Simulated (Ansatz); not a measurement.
The relaxed structure here is a generated cell of TePb: the first start was made by placing the elements on the sites of a structure type, and the end was not matched to a known phase here, so it may be hypothetical. Known forms of TePb include space group No. 225.

A relaxed structure of TePb. Space group P3m1 (No. 156). The numbers are results of r2SCAN (plane waves to 500 eV, PAW, scalar-relativistic; Ansatz, an electronic-structure program), not measurements.

```cif
data_PbTe
_chemical_formula_sum 'Pb1 Te1'
_space_group_name_H-M_alt 'P3m1'
_space_group_IT_number 156
_space_group_name_Hall 'P 3 -2"'
_cell_length_a 4.42482
_cell_length_b 4.42482
_cell_length_c 4.50211
_cell_angle_alpha 90.000
_cell_angle_beta 90.000
_cell_angle_gamma 120.000
loop_
_atom_site_label
_atom_site_type_symbol
_atom_site_symmetry_multiplicity
_atom_site_Wyckoff_symbol
_atom_site_fract_x
_atom_site_fract_y
_atom_site_fract_z
_atom_site_occupancy
Pb1 Pb 1 b 0.33333 0.66667 0.05974 1
Te1 Te 1 a 0.00000 0.00000 0.43879 1
```

For TePb, the volume per atom is 38.17 Å³ and the band gap comes out as 0.51 eV, indirect (valence top at or next to A, conduction bottom at H) (no spin-orbit coupling). The smallest direct gap is 1.76 eV at k = (0, 0.3333, 0.1429) and the shortest distances is Pb–Te 3.07 Å. The k-mesh comes out as 9×9×7.

Band energies at high-symmetry points (eV from the VBM; labels of this space group; no spin-orbit coupling), from −5 eV up to 2.7 eV:

```json
[
 {"point": "Γ", "energies": "-1.83 -1.06 -1.06"},
 {"point": "M", "energies": "-2.20 -2.02 -0.93 1.96 2.54"},
 {"point": "K", "energies": "-3.63 -1.07 -0.39 2.32"},
 {"point": "A", "energies": "-0.62 -0.62 -0.11 1.74"},
 {"point": "L", "energies": "-3.83 -2.79 -1.45 2.15 2.40"},
 {"point": "H", "energies": "-3.33 -3.00 -2.72 0.51"}
]
```

No spin polarisation in the result. Spin-orbit coupling is missing; with elements this heavy it can move band edges by tenths of an eV or more.

It was reached from a disturbed copy of a P-6m2 (No. 187) cell (AFLOW prototype AB_hP2_187_d_a (B_h, as in WC)), against which it lies -0.04 eV/atom.
